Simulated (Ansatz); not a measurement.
Input:

BAs:
```xyz
2
Lattice="0.0000 2.4046 2.4046 2.4046 0.0000 2.4046 2.4046 2.4046 0.0000" Properties=species:S:1:pos:R:3 pbc="T T T"
B      1.2023     1.2023     1.2023
As     2.4046     2.4046     2.4046
```

This is the PBE-relaxed structure.

All from PBE in the plane-wave PAW code Ansatz, unless another level is named. Predict the hole effective mass, band 1 of 3 at the edge.

0.24 along [100], 1.9 along [110], 0.57 along [111] (mₑ).

And the electron effective mass?

0.22, 0.22, 1.1 mₑ (principal values).

Predict the smallest direct gap on the standard path.

3.26 eV.

Predict the conduction-band minimum.

on the Γ–X line, 80 % of the way from Γ (6 equivalent valleys).

Give the valence-band maximum.

at Γ.

What about the weight of the valence-edge state by species (Voronoi cells)?

B 57 %, As 43 %.

Space group F-43m (zinc blende). The PBE relaxation kept the symmetry of its start. The volume moved by 20 % from the start of the relaxation. Scalar-relativistic: spin–orbit coupling is off unless named, which matters more the heavier the elements.

Potentials: the later of the program's two PAW sets.
